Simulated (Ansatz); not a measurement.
Here is the system:

MoSe2:
```
CELL_PARAMETERS angstrom
      3.27705     0.00000     0.00000
     -1.63853     2.83801     0.00000
      0.00000     0.00000    12.73283
ATOMIC_POSITIONS crystal
  Mo 0.66667 0.33333 0.75000
  Mo 0.33333 0.66667 0.25000
  Se 0.33333 0.66667 0.88147
  Se 0.66667 0.33333 0.11853
  Se 0.66667 0.33333 0.38147
  Se 0.33333 0.66667 0.61853
```

This is the PBE+D3(BJ)-relaxed structure.

Q: All from PBE+D3(BJ) (plane waves, PAW; program Ansatz), unless another level is named. Predict the vibrational entropy at 300 K.

A: 29.0 J/(K·mol of atoms).

Q: What about the zero-point energy?

A: 37.8 meV/atom.

Q: Give the Poisson's ratio.

A: 0.20.

Space group P6_3/mmc. The cell was relaxed with PBE+D3(BJ) under the symmetry of its start; phonons on a q-mesh show no instability. The run is not spin-polarised.

Potentials: the later of the program's two PAW sets.
